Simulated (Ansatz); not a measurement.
**Question.** Each is relaxed and computed with r²SCAN (plane waves, PAW; program Ansatz). Which is the only metal?
A. BAs, P6_422 (B on 3c, As on 3d)
B. CsGeI3, R3m (Cs on 3a, Ge on 3a, I on 9b)
C. BN, rock salt
D. Li4Ge2B, R3m (Pearson symbol hR7)

**Answer.** D, Li4Ge2B, R3m (Pearson symbol hR7). Li4Ge2B: metal; BN: gap 1.34 eV (indirect); CsGeI3: gap 1.10 eV (direct); BAs: gap 0.67 eV (indirect). Constructed cells (a structure type filled with these elements, in neither database checked): BN, rock salt. Typed or built starts, not in the databases checked: BAs, P6_422 (B on 3c, As on 3d). Not the usual ambient phase: BN, rock salt; BAs, P6_422 (B on 3c, As on 3d). Standing as an ambient phase not checked: Li4Ge2B, R3m (Pearson symbol hR7); CsGeI3, R3m (Cs on 3a, Ge on 3a, I on 9b). Unstable at this level: BN, rock salt. All cells were relaxed under the symmetry of their starts (and spin orders); stability against distortions was not tested throughout. Spin–orbit coupling is left out wherever it is not named.

Potentials: the later of the program's two PAW sets.
